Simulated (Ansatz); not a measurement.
A free-standing Janus 2H monolayer of MgFBr was relaxed with 5 functionals in the plane-wave code Ansatz, cell and atoms free, the symmetry of the start kept (meshes: PBE 12×12×1, r2SCAN 12×12×1, PBEsol 12×12×1, LDA 12×12×1, HSE06 6×6×1). (Calculated; spin-unpolarised; the phase may be known or hypothetical.)

The HSE06 result:
```
CELL_PARAMETERS angstrom
3.40400 0.00000 0.00000
-1.70200 2.94795 0.00000
0.00000 0.00000 29.37415
ATOMIC_POSITIONS crystal
Mg 0.33333 0.66667 0.31520
F 0.66667 0.33333 0.34901
Br 0.66667 0.33333 0.25496
```
Periodic in the plane only; c spans the vacuum.

The sheet's in-plane cell has a = 3.404 Å, b = 3.404 Å (γ = 120.0°), and its outermost atoms lie 2.76 Å apart along the normal. Mg is surrounded by 3 F at 2.20 Å and 3 Br at 2.64 Å; F is surrounded by 3 Mg at 2.20 Å and 1 Br at 2.76 Å; Br is surrounded by 3 Mg at 2.64 Å and 1 F at 2.76 Å.

Question: What lattice does LDA give?

Answer: a = 3.337 Å; the area differs by -3.9 % from HSE06's. Around Mg lie 3 F at 2.16 Å and 3 Br at 2.61 Å; around F lie 3 Mg at 2.16 Å and 1 Br at 2.74 Å; around Br lie 3 Mg at 2.61 Å and 1 F at 2.74 Å.

Question: How does the cell change with r2SCAN?

Answer: a = 3.405 Å; the area differs by +0.1 % from HSE06's. Mg is surrounded by 3 F at 2.20 Å and 3 Br at 2.65 Å; F is surrounded by 3 Mg at 2.20 Å and 1 Br at 2.77 Å; Br is surrounded by 3 Mg at 2.65 Å and 1 F at 2.77 Å.

Question: Held at the r2SCAN cell, what mean stress do LDA and PBE find, and does its sign point to their own minimum?

Answer: Yes. LDA -1.72 N/m, and its relaxed area is -3.9 % from r2SCAN's; PBE +0.77 N/m, and its relaxed area is +1.7 % from r2SCAN's. Compression counts positive, so a positive stress asks for a larger cell.
